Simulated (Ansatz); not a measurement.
# Relaxing a structure of AlNi

The start is a relaxed AlNi cell, doubled along one cell vector, shaken by Gaussian noise of σ = 0.08 Å a coordinate. The structure is fully relaxed (lattice and positions, P = 0) with r2SCAN (plane waves to 500 eV, PAW, scalar-relativistic; Ansatz, a first-principles code). The first steps use a coarse 12×9×4 k-mesh.

Starting cell:
```
CELL_PARAMETERS angstrom
      2.69466     0.00000     0.00000
      0.00000     3.58385     0.00000
      0.00000     0.00000    10.10978
ATOMIC_POSITIONS crystal
  Al 0.95883 0.99848 0.34059
  Al 0.00616 0.02658 0.83536
  Al 0.49938 0.50197 0.16662
  Al 0.50651 0.52447 0.66301
  Ni 0.98215 0.98566 0.06268
  Ni 0.94990 0.99278 0.56876
  Ni 0.51048 0.51275 0.41618
  Ni 0.48564 0.49021 0.92287
```

**Question.** How large is the pressure on the unrelaxed cell, and of which sign?

**Answer.** +3.2 GPa (positive: the cell is compressed).

**Question.** What is the largest force in the starting geometry, and on which atom (counted from 1)?

**Answer.** 1.84 eV/Å, on Al1 (atoms numbered as listed).

**Question.** Is the parent structure recovered?

**Answer.** It returns to the parent structure, Pmmn (No. 59).

**Question.** How do the shortest distances between atoms change?

**Answer.** The closest pairs of elements (up to four, under 3.6 Å), start → end: Al–Ni 2.25 → 2.44 Å; Ni–Ni 2.60 → 2.69 Å; Al–Al 2.69 → 2.69 Å.

Final values are on a 17×13×9 k-mesh of the relaxed cell. No spin polarisation in the result. A magnetic state may lie lower.

The relaxed structure here is a generated cell of AlNi: the first start was made by placing the elements on the sites of a structure type, and the end was not matched to a known phase here, so it may be hypothetical. Known forms of AlNi include space group No. 221.
